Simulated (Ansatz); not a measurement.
Level of theory: DFT PBE, scalar-relativistic, plane waves, PAW (Ansatz). Plane waves to 420 eV, a 12×12×2 mesh through Γ for the 8-atom cell and 0.02 eV Gaussian smearing; no spin polarisation.

Energies over the elements count from the elements' standard structures at the same level, with no fitted energy shifts. The references include black phosphorus.

**Question.** Find a candidate trigonal semiconductor with formula Ga₄AsP₃, with a gap near 0.9 eV, a formation energy near −0.39 eV/atom and about 22 Å³ per atom, in a cell of 8 atoms. Its symmetry should be P3m1 (No. 156).

**Answer.** Ga₄AsP₃, space group P3m1 (No. 156). Around Ga on its first site lie 1 P at 2.39 Å and 3 As at 2.44 Å; Ga on its second site is surrounded by 4 P at 2.40 Å; P on its first site is surrounded by 4 Ga at 2.40 Å; around As lie 4 Ga at 2.44–2.49 Å; 4 more sites not described.

```cif
data_structure
_symmetry_space_group_name_H-M 'P3m1'
_symmetry_Int_Tables_number 156
_cell_length_a 3.9217
_cell_length_b 3.9217
_cell_length_c 12.9373
_cell_angle_alpha 90.000
_cell_angle_beta 90.000
_cell_angle_gamma 120.000
_cell_volume 172.31
loop_
_atom_site_label
_atom_site_type_symbol
_atom_site_symmetry_multiplicity
_atom_site_Wyckoff_symbol
_atom_site_fract_x
_atom_site_fract_y
_atom_site_fract_z
_atom_site_occupancy
Ga1 Ga 1 c 0.66667 0.33333 0.50589 1
Ga2 Ga 1 c 0.66667 0.33333 0.99826 1
Ga3 Ga 1 a 0.00000 0.00000 0.24436 1
Ga4 Ga 1 a 0.00000 0.00000 0.75181 1
P1 P 1 c 0.66667 0.33333 0.18356 1
P2 P 1 c 0.66667 0.33333 0.69062 1
P3 P 1 a 0.00000 0.00000 0.93702 1
As1 As 1 a 0.00000 0.00000 0.43648 1
```

- Volume per atom: 21.54 Å³
- Density: 4.31 g/cm³
- Energy over the elements: −0.395 eV/atom
- Gap on the 12×12×2 mesh of the 8-atom cell: 0.93 eV

The structure comes from a generated guess, relaxed at this level; another structure or a mixture of phases may lie lower. Other answers may fit too; this one was computed.

Kohn–Sham gaps at this level usually fall short of measured ones. The reference forms of As and P are held partly by dispersion forces, which this level lacks. A later test with randomly moved atoms came back to the same energy, though modes that don't fit the test's cell weren't probed.
